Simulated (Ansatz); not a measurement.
**Bands of HgPt**

```yaml
crystal:
  lattice:
    - [2.97100, 0.00000, 0.00000]
    - [0.00000, 2.97100, 0.00000]
    - [0.00000, 0.00000, 3.82500]
  atoms:
    - { symbol: Hg, position: [0.00000, 0.00000, 0.00000] }
    - { symbol: Pt, position: [0.50000, 0.50000, 0.50000] }
```

Atoms are numbered in the order listed.

The cell is COD entry 1523215, as deposited and not checked against the literature; nothing was relaxed.

No spin–orbit coupling, which matters for the heavy atoms here.

Theory: DFT, LDA, all-electron LAPW, scalar-relativistic in Ansatz 0.2.0.

Settings: a Γ-centred 12×12×10 k mesh, Fermi–Dirac smearing of 0.03 eV, basis error target 0.5 meV/atom, no spin polarisation.

Points in fractions of the reciprocal vectors of this cell: Γ (0, 0, 0), X (0, 0.5, 0), M (0.5, 0.5, 0), Z (0, 0, 0.5), R (0, 0.5, 0.5), A (0.5, 0.5, 0.5). The path joins them by straight lines in the order Γ–X–M–Γ–Z–R–A–Z–X; legs that retrace an earlier one aren't tabulated. Energies are in eV from the Fermi level.

Is there a gap?

none: bands cross the Fermi level, a metal.

List the levels between -20 and 10 eV at the symmetry points.


Γ: -10.68, -8.76, -8.58, -7.04 (×2), -6.38, -3.92, -2.99, -1.15 (×2), -0.88, 1.55, 6.72, 8.26 (×2)
X: -8.37, -7.78, -7.45, -7.07, -6.61, -6.03, -4.04, -3.88, -3.51, -2.41, -1.74, 0.80, 8.83, 9.71
M: -9.04, -8.35 (×2), -8.06, -5.57, -3.80, -1.49 (×2), -1.44, -0.19 (×2), -0.02, 4.04, 5.27, 9.37, 9.99 (×2)
Z: -8.93, -8.50, -7.07, -6.81 (×2), -6.30, -6.22, -4.44, -2.35, -2.25 (×2), -1.07
R: -8.88, -8.77, -7.37, -7.07, -6.85, -4.56, -3.52, -1.89, -1.52, -1.24, -1.15, -1.04, 2.68, 3.13
A: -8.42, -7.87 (×2), -6.43, -5.56, -4.97, -4.48 (×2), -1.67, -0.01, 1.62, 4.96, 6.02 (×2), 6.05 (×2), 7.54, 9.28
